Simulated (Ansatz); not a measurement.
Relaxation of a relaxed ZnInGaO4 cell shaken by Gaussian noise of σ = 0.08 Å a coordinate; 7 atoms in the cell, which starts as P1 (No. 1), aP7; a = 3.311 Å, b = 3.311 Å, c = 8.797 Å, α = 79.15°, β = 79.15°, γ = 60.00°. Level of theory: r2SCAN (plane waves to 500 eV, PAW, scalar-relativistic; Ansatz, a first-principles code). Γ-centred k-mesh 8×8×8 on the run's cell (coarser than for final values), Fermi–Dirac smearing 0.05 eV. This is the first round of the run. 

The optimiser's lines from the output (shortened; P is positive under compression):

```
relax step   1: F+E_penalty+E_count = -15004.45665084 eV  Δ(F+E_penalty+E_count) = +0.000e0 eV  max|allowed force component| = 2.129e0 eV/Å  Δτ_max = 0.0000 Å  P = +2.517 GPa  Ω = 81.531 Å³  (11 SCF iters, dr2 threshold 1.00e-7 eV, accepted)
relax step   2: F+E_penalty+E_count = -15004.75686408 eV  Δ(F+E_penalty+E_count) = -3.002e-1 eV  max|allowed force component| = 1.177e0 eV/Å  Δτ_max = 0.1101 Å  P = +0.470 GPa  Ω = 81.711 Å³  (8 SCF iters, dr2 threshold 7.00e-7 eV, accepted)
relax step   3: F+E_penalty+E_count = -15004.86151937 eV  Δ(F+E_penalty+E_count) = -1.047e-1 eV  max|allowed force component| = 8.836e-1 eV/Å  Δτ_max = 0.0945 Å  P = +0.048 GPa  Ω = 81.675 Å³  (9 SCF iters, dr2 threshold 7.00e-7 eV, accepted)
relax step   4: F+E_penalty+E_count = -15004.90447118 eV  Δ(F+E_penalty+E_count) = -4.295e-2 eV  max|allowed force component| = 2.969e-1 eV/Å  Δτ_max = 0.0673 Å  P = -0.066 GPa  Ω = 81.546 Å³  (8 SCF iters, dr2 threshold 7.00e-7 eV, accepted)
relax step   5: F+E_penalty+E_count = -15004.90788469 eV  Δ(F+E_penalty+E_count) = -3.414e-3 eV  max|allowed force component| = 8.361e-2 eV/Å  Δτ_max = 0.0087 Å  P = +0.001 GPa  Ω = 81.531 Å³  (6 SCF iters, dr2 threshold 7.00e-7 eV, accepted)
relax step   6: F+E_penalty+E_count = -15004.90819486 eV  Δ(F+E_penalty+E_count) = -3.102e-4 eV  max|allowed force component| = 2.671e-2 eV/Å  Δτ_max = 0.0039 Å  P = +0.083 GPa  Ω = 81.488 Å³  (5 SCF iters, dr2 threshold 4.37e-7 eV, accepted)
relax step   7: F+E_penalty+E_count = -15004.90822747 eV  Δ(F+E_penalty+E_count) = -3.261e-5 eV  max|allowed force component| = 7.599e-3 eV/Å  Δτ_max = 0.0018 Å  P = +0.017 GPa  Ω = 81.522 Å³  (5 SCF iters, dr2 threshold 4.46e-8 eV, accepted)
relax step   8: F+E_penalty+E_count = -15004.90822195 eV  Δ(F+E_penalty+E_count) = +5.522e-6 eV  max|allowed force component| = 7.696e-3 eV/Å  Δτ_max = 0.0000 Å  P = +0.018 GPa  Ω = 81.522 Å³  stress off target by 1.84e-2 GPa  SCF on the basis re-selected at this cell (its energy is not comparable with the rows above)  (6 SCF iters)
```

From the first to the last row the energy changes by -0.06 eV/atom and the volume by 0.0 %. The last row is marked as not comparable with the walk above it, whose basis was carried along; it does compare with step 1, since both stand on a basis selected at the nominal cutoff for their own cell.

Later rounds, restarted from the end of this one on a renewed k-mesh, logged 2 more steps and released under 1 meV/atom more. The final structure after all rounds: R3m, hexagonal axes (No. 160), hR7; a = 3.3109 Å, b = 3.3109 Å, c = 25.7614 Å, α = 90.00°, β = 90.00°, γ = 120.00°. No spin polarisation in the result.
